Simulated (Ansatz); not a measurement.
## Equation of state of ZnPt from a dense series

```yaml
crystal:
  lattice:
    - [2.86400, 0.00000, 0.00000]
    - [0.00000, 2.86400, 0.00000]
    - [0.00000, 0.00000, 3.51000]
  atoms:
    - { symbol: Zn, position: [0.50000, 0.50000, 0.50000] }
    - { symbol: Pt, position: [0.00000, 0.00000, 0.00000] }
```

Atoms are numbered in the order listed.

The geometry is COD entry 1522602, unchecked; take it as a test cell.

No spin–orbit coupling, which matters for the heavy atoms here.

Level of theory: DFT, PBEsol, all-electron LAPW, scalar-relativistic (Ansatz 0.2.0).

Sampling and basis: a Γ-centred 11×11×9 k mesh, Fermi–Dirac smearing of 0.05 eV, basis error target 0.25 meV/atom, no spin polarisation.

The cell is scaled evenly. Fractional coordinates are held (clamped ions).

```csv
V (Å³/atom),P (GPa)
13.532,6.73
13.820,1.99
14.107,-2.18
14.251,-4.07
14.395,-5.85
14.539,-7.51
14.683,-9.07
14.971,-11.91
```

Problem. Fit a third-order Birch–Murnaghan curve to the pressures.

Solution. P = (3B0/2)(y^(7/2) − y^(5/2))[1 + (3/4)(B0′ − 4)(y − 1)] with y = (V0/V)^(2/3) fits within 0.01 GPa for V0 = 13.952 Å³/atom, B0 = 202.9 GPa and B0′ = 5.20.

Problem. Predict the pressure at the withheld volume, 15.259 Å³/atom.

Solution. There y = 0.9421, so the fit gives -14.40 GPa; the run gave -14.39 GPa.
